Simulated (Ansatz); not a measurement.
ZrBr in space group R-3m (No. 166; Zr on 6c, Br on 6c), r²SCAN+D4 in the plane-wave PAW code Ansatz, all energies at zero smearing, with the estimated change up to a 700 eV cutoff added, with one set of potentials and settings (totals compare only within such a set). Cell of 4 atoms (2 Zr, 2 Br): -13980.844 eV.

```csv
element,reference phase,E (eV/atom)
Zr,"P6_3/mmc, 2 atoms in the cell",-4195.0904
Br,"Cmce, 4 atoms in the cell",-2792.9529
```

Formation energy per atom, worked out: (-13980.844 − 2×(-4195.0904) − 2×(-2792.9529))/4 = -1.189 eV/atom (-115 kJ per mol of atoms), at 0 K, without zero-point energy or fitted corrections.

The workflow started from an entry of the Crystallography Open Database (COD). Its standing as an ambient phase is unchecked. Symmetry was held in the r²SCAN+D4 relaxation; its stability against distortions is not shown here. The run is not spin-polarised. The references are the lowest solids computed at this level, not always the standard phases.

Potentials: the later of the program's two PAW sets.
